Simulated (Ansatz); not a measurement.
This run works on a generated trial structure, not on a known crystal.

Input and command of a plane-wave DFT calculation in Ansatz:

```yaml
crystal:
  lattice:
    - [3.90320175, 0.0, 0.0]
    - [0.0, 3.90320175, 0.0]
    - [0.0, 0.0, 18.37067099]
  atoms:
    - { symbol: Cd, position: [0.5, 0.5, 0.11467653] }
    - { symbol: Cd, position: [0.5, 0.5, 0.30384445] }
    - { symbol: Cd, position: [0.5, 0.5, 0.5] }
    - { symbol: Cd, position: [0.5, 0.5, 0.69615555] }
    - { symbol: Cd, position: [0.5, 0.5, 0.88532347] }
    - { symbol: Cd, position: [0.0, 0.0, 0.0] }
    - { symbol: Cl, position: [0.0, 0.0, 0.20718661] }
    - { symbol: Cl, position: [0.0, 0.0, 0.40207806] }
    - { symbol: Cl, position: [0.0, 0.0, 0.59792194] }
    - { symbol: Cl, position: [0.0, 0.0, 0.79281339] }
basis:
  ecutwfc: 420
kpoints:
  mp_grid: { grid: [4, 4, 1] }
hamiltonian:
  xc: pbe
scf:
  occupations: { method: gaussian, width: 0.2 }
  lower_state_search: "off"
output:
  forces: true
  stress: true
  eigenvalues: true
relax:
  adjacent_minimum: "off"
  f_tol: 0.08
  max_steps: 16
  cell: { stress_tol: 0.8 }
```

```bash
ansatz run input.yaml --threads 1 --pin off --max-ram 2560MiB --backend cpu --events-out ev --progress --plain --runs-dir out
```

Processor: Arm Neoverse V1, 1 thread, on a host shared with other jobs.

Problem. Estimate time, memory and problem size.

Solution. About 2.4 min, peak memory 0.56 GiB. It solves 89 bands at 6 k points (after reduction by symmetry) with about 5129 plane waves (on the last cell), in 133 SCF iterations over 14 ionic steps.
